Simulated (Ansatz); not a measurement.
## YbBPd3, a strained cell with displaced atoms

```
Pd Yb B
1.0
     8.09460    0.00005   -0.00530
     0.00002    4.04350    0.00123
    -0.00265    0.00123    4.04797
Pd Yb B
6 2 2
Direct
  0.01078 0.49410 0.50279
  0.50491 0.51430 0.51484
  0.25183 0.99955 0.50319
  0.75852 0.98991 0.49985
  0.25308 0.50451 0.97735
  0.74385 0.52347 0.00599
  0.01240 0.98447 0.01939
  0.49901 0.00043 0.99935
  0.25865 0.49903 0.50322
  0.75090 0.51015 0.51513
```

Method: r2SCAN, with U_eff = 4.58 eV on Yb f (all-electron-ortho-atomic projectors), no spin polarisation; PAW, plane waves to 500 eV, 3×5×5 Γ-centred mesh, fermi-dirac occupations (width 0.1 eV) (Ansatz 0.2.0), atoms fixed.

- Stress: The pressure is 36.4 GPa (compression positive), so with the atoms held at these fractions the cell would first expand; the forces are large, so a full relaxation may end otherwise.
- Electronic structure: It is a metal, with about 5.8 states/eV a cell as the mean within 0.25 eV of the Fermi level, mostly B p (34 %) and Pd d (34 %).
- Forces: The largest is on Pd5: 2.62 eV/Å, components (0.21, -0.32, 2.59). It makes 170° with the line to a nearest neighbour, B9 at 1.92 Å, pointing away from it.
- Charges: Bader charges in e: Yb +1.28, B +0.12 to +0.16, Pd -0.49 to -0.45. In the mean Yb gives up most and Pd takes most.

Origin: a strained cell with displaced atoms, so it need not be a known compound. Caveats: no spin polarisation, so a magnetic state may lie lower; the k mesh is coarse if the cell is a metal; atoms or cell far from equilibrium.
